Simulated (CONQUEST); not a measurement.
Consider a self-consistent single point of SiC (P6_3mc, 8 atoms in the cell; from Materials Project mp-7140, changed as shown).

```
SiC
1.0
    3.01204     0.00000     0.00000
    0.00000     5.21701     0.00000
    0.00000     0.00000     4.94435
Si C
4 4
Cartesian
  0.00000   1.73900   2.47019
  1.50602   0.86950   4.94237
  1.50602   4.34750   2.47019
  0.00000   3.47801   4.94237
  0.00000   1.73900   4.32828
  1.50602   0.86950   1.85611
  1.50602   4.34750   4.32828
  0.00000   3.47801   1.85611
```

All values come from this method and carry its errors: LDA (PW92), numerical atomic orbitals double-zeta with polarisation (the shipped basis), PseudoDojo norm-conserving potentials made for LDA run with CONQUEST 1.3.

CONQUEST settings:

```
key                                             value
---------------------  ------------------------------
basis                                             DZP
Diag.MPMeshX, Y, Z                             12 6 8
potentials             PseudoDojo norm-conserving LDA
Grid.GridCutoff                                140 Ha
DM.SolutionMethod                              diagon
Diag.kT                                   0.001837 Ha
Diag.GammaCentred                                true
minE.SCTolerance                              1.0e-07
SC.MaxIters                                       100
SC.LinearMixingFactor                             0.3
SC.KerkerPreCondition                            true
SC.KerkerFactor                            0.1 1/bohr
AtomMove.TypeOfRun                             static
```

Problem. Estimate, at this level of theory: gap on the k-point mesh and pressure.

Solution. The run gave:

| Property | Result |
|---|---|
| Gap on the k-point mesh | 2.03 eV |
| Pressure | 12.75 GPa |

Gaps are taken between levels on the mesh.

For comparison: a first run was changed to give this one (lattice scaled by 0.98), and from it to this one the free energy rises by 19.1 meV/atom, the pressure goes from -1.93 to 12.75 GPa and the gap on the mesh goes from 2.137 to 2.028 eV.

The program uses no crystal symmetry, so grid and mesh can part values that symmetry would make equal. The atom-centred basis is finite, which shifts total energies, pressures and gaps against plane waves. The structure comes from a collection of computed structures, made at another level of theory; the collection holds predicted forms beside known ones.

Cost on one core: around 7 core-minutes (rough).
